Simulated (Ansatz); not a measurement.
input.yaml (Ansatz)

```yaml
crystal:
  lattice:
    - [2.8861989086, 0.0, 0.0]
    - [-1.4430994543, 2.4995215753, 0.0]
    - [0.0, 0.0, 10.0]
  atoms:
    - { symbol: Ag, position: [0.3333333333, 0.6666666667, 0.25] }
    - { symbol: Ag, position: [0.6666666667, 0.3333333333, 0.75] }
    - { symbol: Ag, position: [0.0, 0.0, 0.0] }
    - { symbol: Ag, position: [0.0, 0.0, 0.5] }
hamiltonian:
  xc: lda
  pseudopotentials:
    kind: paw
    azcp:
      Ag: "pseudopotentials/Ag.paw.azcp"
basis:
  ecutwfc: 420
  fft_grid_basis: typed
kpoints:
  mp_grid: { grid: [13, 13, 3], shift: [0, 0, 0] }
magnetization:
  spin_polarized: false
scf:
  occupations: { method: fermi_dirac, width: 0.1 }
relax:
  max_steps: 60
  f_tol: 0.01
  cell: {}
```

and its output:

```
Warning: the record states the generating functional pbe (its physics header spells it `PBE`), which answers neither for hamiltonian.xc's functional nor for the lda family's — results may be inconsistent (PPs are generated against a specific XC)
Engine: ansatz 0.2.0, x86_64-unknown-linux-gnu
Pseudopotentials: kind: paw
Pseudopotential: Ag, paw, valence charge 19, recommended cutoff 420 eV (normal) 
Functional definition: SPW92
  exchange = slater_x
  correlation = pw_c
Crystal: 4 atoms, lattice volume = 72.141 Å³
Basis set: ecut = 420 eV, 1401 PW (Γ)
Bands: 46, of which v1, the nominal top of the filled ones, is band 38 counted from 1 (37 counted from 0)
Symmetry: 24 space group operations
Space group: P63/mmc (ITA 194), of the structure as read, at distance tolerance 4.2e-5 Å
k-points: 42 of 507
Non-local potential: Ag, projectors of the file, l = 0: 3, l = 1: 2, l = 2: 2, l = 3: 1
PAW form: soft (Blöchl's): semilocal exchange-correlation on the pseudo side does not see the compensation charge
PAW frozen core: Ag, regenerated for the run's functional, and the local potential with it (the file was generated under x = pbe(κ = 0.804, μ = 0.2195149727645171), c = pbe(β = 0.06672455060314922))
PAW one-centre angular grid: Ag, 590 points (default); XC on 64 Gauss nodes
Initial density: superposition of atomic densities (neutral atoms: chi_scale 0, normalization atom), corrected by the library's trained network
Initial wavefunctions: pseudopotential atomic-orbital guess
Functional: x = slater, c = lda
SCF iter   1: F=—  HF=-29832.300113 eV  |F-HF|=—  |Δ(HF+E_count)|=         —  Δρ=1.41e-2  dr2=1.25e-1  ethr=1.77e-3  ⟨swp⟩=5.5  Hψ=6159  notcnv=0  defer=50
SCF iter   2: F=—  HF=-29832.266956 eV  |F-HF|=—  |Δ(HF+E_count)|=   3.32e-2  Δρ=4.25e-3  dr2=8.30e-3  ethr=1.65e-4  ⟨swp⟩=2.3  Hψ=3299  notcnv=0  defer=54
SCF iter   3: F=—  HF=-29832.264335 eV  |F-HF|=—  |Δ(HF+E_count)|=   2.62e-3  Δρ=1.71e-3  dr2=7.90e-4  ethr=1.09e-5  ⟨swp⟩=2.1  Hψ=2364  notcnv=0  defer=54
SCF iter   4: F=—  HF=-29832.264135 eV  |F-HF|=—  |Δ(HF+E_count)|=   2.00e-4  Δρ=1.96e-4  dr2=1.46e-5  ethr=1.04e-6  ⟨swp⟩=3.0  Hψ=4015  notcnv=0  defer=54
SCF iter   5: F=—  HF=-29832.264136 eV  |F-HF|=—  |Δ(HF+E_count)|=   1.67e-6  Δρ=3.24e-5  dr2=1.07e-6  ethr=1.93e-8  ⟨swp⟩=2.8  Hψ=3597  notcnv=0  defer=54
SCF iter   6: F=-29832.264136 eV  HF=-29832.264136 eV  |F-HF|=6.62e-8  |Δ(HF+E_count)|=   2.23e-7  Δρ=1.19e-5  dr2=8.79e-8  ethr=1.32e-10  ⟨swp⟩=4.0  Hψ=6253  notcnv=0
SCF 1 converged in 6 iterations: F = -29832.264136 eV  dr2 = 8.79e-8
relax step   1: F+E_penalty+E_count = -29832.26413592 eV  Δ(F+E_penalty+E_count) = +0.000e0 eV  max|allowed force component| = 6.650e-18 eV/Å  Δτ_max = 0.0000 Å  P = -11.429 GPa  Ω = 72.141 Å³  (6 SCF iters, dr2 threshold 1.00e-7 eV, accepted)
Crystal: 4 atoms, lattice volume = 64.338 Å³
...
iter 1 solved again at ethr=8.49e-9 eV; its pass at ethr=3.10e-3 eV (dr2=6.46e-6 eV) is discarded
SCF iter   1: F=—  HF=-29832.624820 eV  |F-HF|=—  |Δ(HF+E_count)|=         —  Δρ=2.10e-4  dr2=4.28e-6  ethr=8.49e-9  ⟨swp⟩=3.1  Hψ=11292  notcnv=0
SCF iter   2: F=—  HF=-29832.624819 eV  |F-HF|=—  |Δ(HF+E_count)|=   6.09e-7  Δρ=1.04e-4  dr2=1.13e-6  ethr=5.63e-9  ⟨swp⟩=2.2  Hψ=3118  notcnv=0
SCF iter   3: F=—  HF=-29832.624820 eV  |F-HF|=—  |Δ(HF+E_count)|=   2.13e-7  Δρ=2.91e-5  dr2=1.18e-7  ethr=1.48e-9  ⟨swp⟩=1.0  Hψ=1932  notcnv=0
SCF iter   4: F=—  HF=-29832.624820 eV  |F-HF|=—  |Δ(HF+E_count)|=   4.87e-9  Δρ=2.32e-6  dr2=1.43e-9  ethr=1.56e-10  ⟨swp⟩=2.2  Hψ=2945  notcnv=0
SCF iter   5: F=-29832.624820 eV  HF=-29832.624820 eV  |F-HF|=3.64e-12  |Δ(HF+E_count)|=   1.39e-9  Δρ=2.42e-7  dr2=2.89e-11  ethr=1.00e-12  ⟨swp⟩=2.8  Hψ=7246  notcnv=0
SCF 6 converged in 5 iterations: F = -29832.624820 eV  dr2 = 2.89e-11
relax step   6: F+E_penalty+E_count = -29832.62481952 eV  Δ(F+E_penalty+E_count) = +1.359e-3 eV  max|allowed force component| = 4.626e-17 eV/Å  Δτ_max = 0.0000 Å  P = +0.004 GPa  Ω = 64.029 Å³  stress off target by 6.86e-3 GPa  SCF on the basis re-selected at this cell (its energy is not comparable with the rows above)  (5 SCF iters)
basis re-selected at this cell: Δ(F+E_penalty+E_count) = +1.359e-3 eV, ΔP = +0.005 GPa vs the last step (what re-selecting the basis moved, of the pressure what is left beyond the Pulay correction that the steps carried, after the strain that the cell walked since its last selection, with what the two solves' SCF thresholds leave and, on support functions, any second-order correction that the steps lacked; it is no measure of the basis error at this ecutwfc). The dense FFT grid was sized anew with the basis: this SCF ran on 20×20×64 points, the steps before it on 20×20×72, so part of this shift can come from that change (see relax.cell in the input reference). This SCF's stress stands 6.86e-3 GPa from its target on what of the cell is left free (relax.cell.stress_tol is 5.00e-2 GPa) and its largest allowed force component is 4.63e-17 eV/Å (relax.f_tol is 1.00e-2 eV/Å): within both
SCF converged after 5 iterations
Free energy (F): -29832.624820 eV
Harris-Foulkes:  -29832.624820 eV  (|F-HF|=3.64e-12)
Internal energy: -29832.592438 eV  (E = F + TS)
E sigma→0 (E₀):  -29832.608629 eV
Entropy (-TS):   -0.032382 eV (-8.095 meV/atom)
Fermi energy:    18.579641 eV
--- Per-component energies (eV) ---
  E_band       = -862.674295
  E_kinetic    = 2113.363168
  E_local      = -8395.428176  (includes V_loc(G=0)·N_el)
  E_nonlocal   = 344.694072
  E_hartree    = 3833.755260
  E_xc         = -737.333760
  E_vxc        = -941.836188  (∫ρ·V_xc dr)
  E_paw        = -15080.120327  (= ΣΔE_a)
  E_vpaw       = -1650.978853  (= ΣTr[D̂ρ^β])
  E_aug_tail   = 0.000976  (compensation charges beyond the density's cutoff)
  E_ewald      = -11914.422880
  E_core_change = 2.899230  (= ΣΔE_core)
  E_smearing   = -0.032382  (= −TS)
  E_closure    = 0.000000  (closes the sum)
  Σ components = -29832.624820   (vs F -29832.624820, Δ=0.00e0)
--- Forces (eV/Å), atoms counted from 1 ---
  atom   1  Ag    -0.00000000    -0.00000000    -0.00000000
  atom   2  Ag     0.00000000     0.00000000     0.00000000
  atom   3  Ag    -0.00000000    -0.00000000     0.00000000
  atom   4  Ag    -0.00000000     0.00000000     0.00000000
  max |Σ_I F_I| component: 7.10e-30 eV/Å
--- Stress (GPa, compression-positive) ---
        0.006863      -0.000000      -0.000000
       -0.000000       0.006863      -0.000000
       -0.000000      -0.000000      -0.002575
  P = ⅓ Tr σ = 0.0037 GPa (0.037 kbar)
--- Relaxed structure (5 steps of the walk, 5 accepted, 1 SCFs on fresh bases) ---
  F+E_penalty+E_count = -29832.62481952 eV   max|allowed force component| = 4.626e-17 eV/Å   (the final SCF, on the basis selected at the relaxed cell)
  cell:  # Å, volume = 64.0288 Å³
    - [2.8168949102029543, 0.0, 0.0]
    - [-1.4084474551014772, 2.439502552026844, 0.0]
    - [0.0, 0.0, 9.317580783350714]
  atoms:
    - { symbol: Ag, position: [0.33333333333333337, 0.6666666666666669, 0.25000000000000006] }
    - { symbol: Ag, position: [0.6666666666666667, 0.33333333333333337, 0.7500000000000001] }
    - { symbol: Ag, position: [-1.3240045072127678e-35, 4.5548935171620267e-35, 4.934255087011634e-35] }
    - { symbol: Ag, position: [-1.3583731436464206e-35, 5.598305247965661e-35, 0.5000000000000001] }
```
